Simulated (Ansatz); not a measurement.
**Structure relaxation, SiNi2**

The start is a generated trial cell of SiNi2 in the AFLOW prototype AB2_hP3_164_a_d (C6, as in CdI2). A full variable-cell relaxation at zero pressure is run with r2SCAN (plane waves to 500 eV, PAW, scalar-relativistic; Ansatz, an electronic-structure program). The first steps use a coarse 9×9×5 k-mesh.

Starting cell:
```yaml
crystal:
  lattice:
    - [2.85235, 0.00000, 0.00000]
    - [-1.42618, 2.47021, 0.00000]
    - [0.00000, 0.00000, 4.60144]
  atoms:
    - { symbol: Si, position: [0.00000, 0.00000, 0.00000] }
    - { symbol: Ni, position: [0.33333, 0.66667, 0.25200] }
    - { symbol: Ni, position: [0.66667, 0.33333, 0.74800] }
```
Spin-polarised start, with parallel moments on Ni.

- Initial pressure: +56 GPa (positive: the cell is compressed)
- Largest initial force: about 5.4 eV/Å, on Ni2, Ni3 (atoms numbered as listed)
- Outcome: The space group stays P-3m1 (No. 164) (the run could not lower it), with 3 atoms in the primitive cell
- Energy released: 0.89 eV/atom
- Volume change: +1.1 %, from 10.81 to 10.93 Å³/atom
- Shortest distances (start → end): The closest pairs of elements (up to four, under 3.6 Å), start → end: Ni–Si 2.01 → 2.32 Å; Ni–Ni 2.81 → 2.53 Å; Si–Si 2.85 → 2.60 Å
- Band gap at the end: no gap (metallic)
- Moments at the end: zero (the starting moments vanished)
- Optimiser moves: 15

Relaxed structure:

```cif
data_Ni2Si
_chemical_formula_sum 'Si1 Ni2'
_space_group_name_H-M_alt 'P-3m1'
_space_group_IT_number 164
_space_group_name_Hall '-P 3 2"'
_cell_length_a 2.60276
_cell_length_b 2.60276
_cell_length_c 5.58811
_cell_angle_alpha 90.000
_cell_angle_beta 90.000
_cell_angle_gamma 120.000
loop_
_atom_site_label
_atom_site_type_symbol
_atom_site_symmetry_multiplicity
_atom_site_Wyckoff_symbol
_atom_site_fract_x
_atom_site_fract_y
_atom_site_fract_z
_atom_site_occupancy
Si1 Si 1 a 0.00000 0.00000 0.00000 1
Ni1 Ni 2 d 0.33333 0.66667 0.31733 1
```

Final values are on a 20×20×9 k-mesh of the relaxed cell. No spin polarisation in the result: the starting moments vanished. A magnetic state may lie lower.

The run could not lose the symmetry of its start, so the end can be a saddle point.

The relaxed structure here is a generated cell of SiNi2: the first start was made by placing the elements on the sites of a structure type, and the end was not matched to a known phase here, so it may be hypothetical.
